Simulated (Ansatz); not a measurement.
## Hf3C2: stable or not

The structure comes from a generated guess, relaxed at this level; another structure or a mixture of phases may lie lower.

Theory: DFT PBE, scalar-relativistic, plane waves, PAW in Ansatz 0.2.0. The final run on the 5-atom cell used 420 eV, a Γ-centred 12×12×6 mesh, 0.10 eV smearing and no spin polarisation.

```
Hf C
1.0
     3.30464    0.00000    0.00000
    -1.65232    2.86190    0.00000
     0.00000    0.00000    7.93242
Hf C
3 2
Direct
  0.00000 0.00000 0.00000
  0.33333 0.66667 0.67825
  0.66667 0.33333 0.32175
  0.33333 0.66667 0.17391
  0.66667 0.33333 0.82609
```

Energies over the elements count from the elements' standard structures at the same level, with no fitted energy shifts.

Q: These tests were run: energy against the elements; phonons at Γ. What do they show?

A:

```
                       test                       result
energy against the elements                −0.76 eV/atom
               phonons at Γ  lowest optical mode 90 cm⁻¹
```

It fails none of these tests. Other phases of the system weren't compared here, so this isn't yet thermodynamic stability. Phonons away from Γ weren't computed.

These runs have no spin–orbit coupling, which can matter for Hf. The reference form of C is held partly by dispersion forces, which this level lacks. The run for the phonons used a 12×12×6 k mesh and Fermi–Dirac smearing of 0.15 eV.
